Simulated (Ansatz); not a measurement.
Values for one crystal, relaxed and computed with the program Ansatz at the PBEsol level (PAW); other levels are named.

* **Volume per atom**: 13.88 Å³
* **Band gap**: 0.59 eV (indirect)
* **Smallest direct gap on the standard path**: 0.89 eV
* **Electron effective mass with spin–orbit coupling**: 0.16, 0.16, 6.6 mₑ (principal values)
* **HSE06 gap on the PBEsol cell**: 1.75 eV
* **Zone-centre stability**: unstable, softest mode 181i cm⁻¹
* **Valence-band maximum**: at T (k = 0.000, 0.500, 0.500)

Task: Which compound is it?
(A) TiO2, anatase
(B) MgO, rock salt
(C) HfO2, P4_2/nmc (Hf on 2a, O on 4d)
(D) WO3, Pmma (W on 2e, O on 2f, O on 2e, O on 2a)

Result: D, WO3, Pmma (W on 2e, O on 2f, O on 2e, O on 2a)

The workflow started from a Materials Project entry (that database holds measured and hypothetical structures alike); the Crystallography Open Database copy checked does not list it. COD files the formula under space group No. 2, 14, 62, 129, 130, 191, so this cell is another polymorph or a model. Its standing as an ambient phase is unchecked. The cell was relaxed with PBEsol under the symmetry of its start. The run is not spin-polarised. No Hubbard U is applied. Spin–orbit coupling is left out wherever it is not named.

Potentials: the later of the program's two PAW sets.
